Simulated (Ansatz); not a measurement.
CsCaH3:
```yaml
crystal:
  lattice:
    - [4.46808, 0.00000, 0.00000]
    - [0.00000, 4.46808, 0.00000]
    - [0.00000, 0.00000, 4.46808]
  atoms:
    - { symbol: Cs, position: [0.00000, 0.00000, 0.00000] }
    - { symbol: Ca, position: [0.50000, 0.50000, 0.50000] }
    - { symbol: H, position: [0.50000, 0.00000, 0.50000] }
    - { symbol: H, position: [0.00000, 0.50000, 0.50000] }
    - { symbol: H, position: [0.50000, 0.50000, 0.00000] }
```

This is the LDA-relaxed structure.

Task: All from LDA in the plane-wave PAW code Ansatz, unless another level is named. Give the electronic dielectric constant ε∞ (DFPT).

Result: 3.84.

Task: Predict the Born charges (a third of the trace).

Result: Cs +1.09, Ca +1.92, H -1.01 e.

Task: And the static dielectric constant ε0 (ions relaxed, cell fixed)?

Result: 9.78.

Space group Pm-3m (cubic perovskite). The first step of the workflow began from a Materials Project structure, measured or hypothetical; the Crystallography Open Database copy checked does not list it. Whether it is the stable phase at ambient conditions was not checked. The cell was relaxed with LDA under the symmetry of its start; phonons on a q-mesh show no instability. Scalar-relativistic: spin–orbit coupling is off unless named, which matters more the heavier the elements.

Potentials: the later of the program's two PAW sets.
